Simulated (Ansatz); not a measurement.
Every step of a relaxation of ZrAg₂

DFT, PBEsol, PAW with Ansatz's default frozen-core files, scalar-relativistic (Ansatz 0.2.0); a Γ-centred 14×14×14 k mesh, Fermi–Dirac smearing of 0.05 eV, no spin polarisation. The run relaxes cell and atoms at a target pressure of 0 GPa.

Command: `ansatz run input.yaml --threads 1 --pin off --max-ram 3072MiB --backend cpu --events-out ev --progress --plain --runs-dir out` It took 64 s on 1 thread of AMD EPYC 7R13 Processor (Zen 3) (shared host), peak memory 0.64 GiB.

```yaml
crystal:
  lattice:
    - [-1.771670475, 1.771670475, 4.50491793]
    - [1.771670475, -1.771670475, 4.50491793]
    - [1.771670475, 1.771670475, -4.50491793]
  atoms:
    - { symbol: Zr, position: [0.0, 0.0, 0.0] }
    - { symbol: Ag, position: [0.6724923, 0.6724923, 0.0] }
    - { symbol: Ag, position: [0.3275077, 0.3275077, 0.0] }
kpoints:
  mp_grid: { grid: [14, 14, 14] }
scf:
  occupations: { method: fermi_dirac, width: 0.05 }
hamiltonian:
  xc: pbesol
  pseudopotentials: { kind: paw }
output:
  forces: true
  stress: true
relax:
  f_tol: 0.005
  max_steps: 50
  cell: {}
```

Each step lists its free energy a cell above the last geometry, the pressure, the cell vectors (Å), and Cartesian positions (Å) with forces (eV/Å).

The first step:

```
step 1  dF = 20.10 meV  P = -3.62 GPa
  cell -1.7717 1.7717 4.5049  1.7717 -1.7717 4.5049  1.7717 1.7717 -4.5049
  Zr 0.0000 0.0000 0.0000   0.0000 0.0000 0.0000
  Ag 0.0000 0.0000 6.0590   0.0000 0.0000 -0.0163
  Ag 0.0000 0.0000 2.9508   0.0000 0.0000 0.0163
```

The PAW files were made under PBE.

Q: Where does the relaxation end, and by which steps?

A: After 5 geometries, with conventional a, b, c = 3.512, 3.512, 8.899 Å, at 18.296 Å³/atom (-2.96 % against the start) in space group I4/mmm, with a shortest distance of 2.843 Å. The further steps:
```
step 2  dF = 65.70 meV  P = 7.73 GPa  (not accepted)
  cell -1.7253 1.7253 4.3749  1.7253 -1.7253 4.3749  1.7253 1.7253 -4.3749
  Zr 0.0000 0.0000 0.0000   0.0000 0.0000 0.0000
  Ag 0.0000 0.0000 5.8684   0.0000 0.0000 0.1727
  Ag 0.0000 0.0000 2.8814   0.0000 0.0000 -0.1727
step 3  dF = 0.30 meV  P = -0.41 GPa
  cell -1.7571 1.7571 4.4584  1.7571 -1.7571 4.4584  1.7571 1.7571 -4.4584
  Zr 0.0000 0.0000 0.0000   0.0000 0.0000 0.0000
  Ag 0.0000 0.0000 5.9939   0.0000 0.0000 0.0082
  Ag 0.0000 0.0000 2.9230   0.0000 0.0000 -0.0082
step 4  dF = 0.01 meV  P = 0.00 GPa
  cell -1.7558 1.7558 4.4513  1.7558 -1.7558 4.4513  1.7558 1.7558 -4.4513
  Zr 0.0000 0.0000 0.0000   0.0000 0.0000 0.0000
  Ag 0.0000 0.0000 5.9850   0.0000 0.0000 -0.0003
  Ag 0.0000 0.0000 2.9175   0.0000 0.0000 0.0003
step 5  dF = 0.00 meV  P = 0.00 GPa
  cell -1.7561 1.7561 4.4497  1.7561 -1.7561 4.4497  1.7561 1.7561 -4.4497
  Zr 0.0000 0.0000 0.0000   0.0000 0.0000 0.0000
  Ag 0.0000 0.0000 5.9828   0.0000 0.0000 -0.0014
  Ag 0.0000 0.0000 2.9165   0.0000 0.0000 0.0014
step 6  dF = 0.40 meV  P = 0.01 GPa  (same geometry on a basis chosen anew; earlier energies don't compare to the last digit)
  cell -1.7561 1.7561 4.4497  1.7561 -1.7561 4.4497  1.7561 1.7561 -4.4497
  Zr 0.0000 0.0000 0.0000   0.0000 0.0000 0.0000
  Ag 0.0000 0.0000 5.9828   0.0000 0.0000 -0.0014
  Ag 0.0000 0.0000 2.9165   0.0000 0.0000 0.0014
```
